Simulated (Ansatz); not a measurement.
Input for Ansatz (plane-wave DFT, PAW):

```yaml
crystal:
  lattice:
    - [4.8990209583, 0.0, 0.0]
    - [-2.4495104791, 4.2426766035, 0.0]
    - [0.0, 0.0, 3.9753272125]
  atoms:
    - { symbol: Fe, position: [0.5, 0.0, 0.0], spin: 1.47 }
    - { symbol: Fe, position: [0.5, 0.5, 0.0], spin: 1.47 }
    - { symbol: Fe, position: [0.0, 0.5, 0.0], spin: 1.47 }
    - { symbol: Ge, position: [0.0, 0.0, 0.0] }
    - { symbol: Ge, position: [0.3333333333, 0.6666666667, 0.5] }
    - { symbol: Ge, position: [0.6666666667, 0.3333333333, 0.5] }
basis:
  ecutwfc: 420
kpoints:
  mp_grid: { grid: [12, 12, 10] }
  band_path:
    path:
      - [[0.0, 0.0, 0.0], [0.5, 0.0, 0.0], [0.33333333, 0.33333333, 0.0], [0.0, 0.0, 0.0], [0.0, 0.0, 0.5], [0.5, 0.0, 0.5], [0.33333333, 0.33333333, 0.5], [0.0, 0.0, 0.5]]
      - [[0.5, 0.0, 0.5], [0.5, 0.0, 0.0]]
      - [[0.33333333, 0.33333333, 0.5], [0.33333333, 0.33333333, 0.0]]
    npoints: 14
hamiltonian:
  xc: pbesol
scf:
  occupations: { method: gaussian, width: 0.1 }
  n_extra_bands: 15
output:
  forces: true
  stress: true
  eigenvalues: true
  populations: true
  dos: { projected: true, de: 0.02, nscf_kmesh: { grid: [18, 18, 15] } }
  bader: true
  write_density: true
  write_potential: true
  elf: true
  volumetric_format: npy
magnetization:
  spin_polarized: true
checkpoint:
  read: start.run
  write: ck
  compress: false
  write_wavefunctions: false
  write_every: 100000
```

Run as
```bash
ansatz run input.yaml --threads 2 --pin off --max-ram 5120MiB --backend cpu --events-out ev --progress --plain --runs-dir out
```

Theory: Ansatz 0.2.0, DFT PBEsol, scalar-relativistic, plane waves, PAW.

Abridged output (final results; tables in files aren't shown):

```
SCF 1 converged in 3 iterations: F = -26108.223335 eV  dr2 = 5.17e-11
SCF converged after 3 iterations
Magnetization: 3.8110 μB (46.9055 up, 43.0945 down)
Absolute magnetization: 4.3703 μB (∫|ρ↑−ρ↓|, with the PAW one-centre terms)
Spin contamination: 0.0894 ħ² per cell (⟨S²⟩ above its minimum at these occupations)
Per-site moments (μB) at R_I (Å): [(1.33512783, 1.00626671), (1.33512783, 1.00626671), (1.33512783, 1.00626671), (-0.05831132, 1.01042307), (-0.03827039, 1.00626671), (-0.03827039, 1.00626671)]
Free energy (F): -26108.223335 eV
Harris-Foulkes:  -26108.223335 eV  (|F-HF|=7.64e-11)
Internal energy: -26108.199486 eV  (E = F + TS)
E sigma→0 (E₀):  -26108.211411 eV
Entropy (-TS):   -0.023849 eV (-3.975 meV/atom)
Fermi energy:    15.512216 eV
--- Per-component energies (eV) ---
  E_band       = -961.254537
  E_kinetic    = 1406.149799
  E_local      = -13932.324061  (includes V_loc(G=0)·N_el)
  E_nonlocal   = 1915.401798
  E_hartree    = 6069.236531
  E_xc         = -582.989224
  E_vxc        = -657.543967  (∫ρ·V_xc dr)
  E_paw        = -9941.566236  (= ΣΔE_a)
  E_vpaw       = -1831.415144  (= ΣTr[D̂ρ^β])
  E_aug_tail   = 0.003376  (compensation charges beyond the density's cutoff)
  E_ewald      = -11045.402883
  E_core_change = 3.291414  (= ΣΔE_core)
  E_smearing   = -0.023849  (= −TS)
--- Forces (eV/Å), atoms counted from 1 ---
  atom   1  Fe     0.00000000     0.00000000     0.00000000
  atom   2  Fe     0.00000000     0.00000000     0.00000000
  atom   3  Fe     0.00000000     0.00000000     0.00000000
  atom   4  Ge     0.00000000     0.00000000     0.00000000
  atom   5  Ge     0.00000000     0.00000000     0.00000000
  atom   6  Ge     0.00000000     0.00000000     0.00000000
--- Stress (GPa, compression-positive) ---
        0.001575       0.000000       0.000000
        0.000000       0.001575       0.000000
        0.000000       0.000000      -0.000122
  P = ⅓ Tr σ = 0.0010 GPa (0.010 kbar)
--- Band table (eV; the first three rows and the last of 228) ---
  k-point 0 ↑: bands = ["-72.0540", "-71.9979", "-71.9979", "-38.5499", "-38.3534", "-38.3534", "-38.1976", "-38.1471", "-38.1471", "-38.1370", "-38.1267", "-38.1267", "-9.4251", "-9.3486", "-9.3486", "-9.2424", "-9.2424", "-9.2324", "-9.2324", "-9.1910", "-9.1910", "-9.1698", "-9.1698", "-9.1637", "-9.1389", "-9.1389", "-9.0962", "2.6263", "6.8254", "8.9251", "10.3511", "10.5173", "10.5173", "10.8471", "12.2650", "12.2656", "12.2656", "12.3312", "12.3312", "12.6757", "12.6757", "14.1274", "14.1274", "14.3596", "14.4045", "14.4045", "15.5660", "15.9263", "17.0379", "17.0379", "18.4847", "18.9629", "20.0283", "20.0283", "21.3479", "22.2579", "22.7688", "22.7688", "24.7080", "25.9796"]
  k-point 1 ↑: bands = ["-72.0540", "-71.9979", "-71.9979", "-38.5499", "-38.3534", "-38.3534", "-38.1978", "-38.1471", "-38.1471", "-38.1370", "-38.1267", "-38.1267", "-9.4246", "-9.3488", "-9.3488", "-9.2420", "-9.2420", "-9.2330", "-9.2330", "-9.1908", "-9.1908", "-9.1704", "-9.1704", "-9.1624", "-9.1385", "-9.1385", "-9.0964", "2.7196", "6.7826", "8.7270", "10.5430", "10.6183", "10.6183", "10.6563", "12.2105", "12.2105", "12.2730", "12.2730", "12.3028", "12.8254", "12.8254", "14.1280", "14.1280", "14.3547", "14.3954", "14.3954", "15.5892", "15.9264", "16.8381", "16.8381", "18.1613", "19.4305", "19.8901", "19.8901", "20.1785", "22.3293", "22.3293", "23.5263", "25.2693", "26.1364"]
  k-point 2 ↑: bands = ["-72.0540", "-71.9978", "-71.9978", "-38.5497", "-38.3534", "-38.3534", "-38.1984", "-38.1473", "-38.1473", "-38.1370", "-38.1267", "-38.1267", "-9.4233", "-9.3495", "-9.3495", "-9.2412", "-9.2412", "-9.2347", "-9.2347", "-9.1905", "-9.1905", "-9.1718", "-9.1718", "-9.1590", "-9.1373", "-9.1373", "-9.0972", "2.9956", "6.6112", "8.3802", "9.9220", "10.9102", "10.9102", "11.3180", "12.0338", "12.0338", "12.2996", "12.2996", "12.3607", "13.0834", "13.0834", "14.1290", "14.1290", "14.3421", "14.3719", "14.3719", "15.5593", "15.9265", "16.2660", "16.2660", "17.5286", "18.7633", "19.5355", "19.5355", "20.6666", "21.6618", "21.6618", "25.2276", "26.3129", "26.3129"]
  k-point 113 ↓: bands = ["-70.5025", "-70.5025", "-70.4731", "-36.8758", "-36.8758", "-36.8197", "-36.7163", "-36.7163", "-36.7093", "-36.7093", "-36.6815", "-36.6629", "-9.4253", "-9.3631", "-9.3631", "-9.2870", "-9.2418", "-9.2418", "-9.2352", "-9.2352", "-9.1973", "-9.1685", "-9.1685", "-9.1585", "-9.1407", "-9.1254", "-9.1254", "6.0289", "6.0289", "6.4801", "9.3935", "9.3935", "9.6732", "12.2842", "12.2842", "13.1225", "13.1225", "13.3043", "14.1431", "14.1431", "14.8701", "14.8935", "14.8935", "15.1135", "15.2471", "15.4457", "15.4457", "16.2867", "16.8898", "19.1235", "19.1235", "19.7716", "19.7716", "20.9268", "22.6698", "25.7374", "25.8523", "25.8523", "26.0984", "26.0984"]
--- Löwdin populations: 6 sites ---
  site symbol q [e]    m [muB]
     0     Fe     15.6336     1.3650
     1     Fe     15.6336     1.3650
     2     Fe     15.6336     1.3650
     3     Ge     14.2024    -0.1361
     4     Ge     14.2107    -0.0617
     5     Ge     14.2107    -0.0617
  spilling = 0.005281 (of n_electrons = 90.000000)
--- Bader charges: 6 sites ---
  site symbol charge [e]  shift [e]    m [muB]
     0     Fe     -0.0261     0.0024     1.3527
     1     Fe     -0.0259     0.0024     1.3527
     2     Fe     -0.0260     0.0024     1.3527
     3     Ge      0.0410     0.0030    -0.1080
     4     Ge      0.0184     0.0021    -0.0695
     5     Ge      0.0184     0.0021    -0.0695
  estimated error of the sums over rays = 3.9e-4 e
```

Self-consistency was reached.

Time: 70 s on 2 threads of Intel(R) Xeon(R) 6975P-C (Granite Rapids), on a shared host, peak memory 1.4 GiB.

The run starts from the saved density of an earlier one, so iterations and time are fewer than from atoms.

Only parallel moments were tried here.